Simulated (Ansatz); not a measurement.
Polymorphs of Co$_{2}$Si, each relaxed with DFT-r²SCAN in the program Ansatz with PAW potentials:

A: P4/nmm
a = 3.447 Å, b = 3.447 Å, c = 5.670 Å, α = 90.00°, β = 90.00°, γ = 90.00°

```csv
atom,site,symmetry,x,y,z
Co,2a,-4m2,0.0000,0.0000,0.0000
Co,2c,4mm,0.5000,0.0000,0.3400
Si,2c,4mm,0.0000,0.5000,0.2625
```

B: Pnma
a = 4.8532 Å, b = 3.7035 Å, c = 6.9644 Å, α = 90.00°, β = 90.00°, γ = 90.00°

| atom | site | symmetry | x | y | z |
|---|---|---|---|---|---|
| Co | 4c | .m. | 0.1725 | 0.2500 | 0.4366 |
| Co | 4c | .m. | 0.0354 | 0.2500 | 0.7789 |
| Si | 4c | .m. | 0.2009 | 0.2500 | 0.1038 |

**Question.** Order them by energy per atom at 0 K (lowest first) at the level r²SCAN.

**Answer.** B (+0 meV/atom), A (+148 meV/atom)

Spin orders computed, not proven ground states: A ferromagnetic; B ferromagnetic. Constructed cells (a structure type filled with these elements, in neither database checked): A. All cells were relaxed under the symmetry of their starts (and spin orders); stability against distortions was not tested throughout.

Energies hold the estimated change up to a 700 eV cutoff; steps of a few meV lie near the error of the meshes.

Potentials: the earlier of the program's two PAW sets. The files were generated under PBE; for other functionals the program regenerates the frozen cores, and for LDA and PBEsol the local potential too.
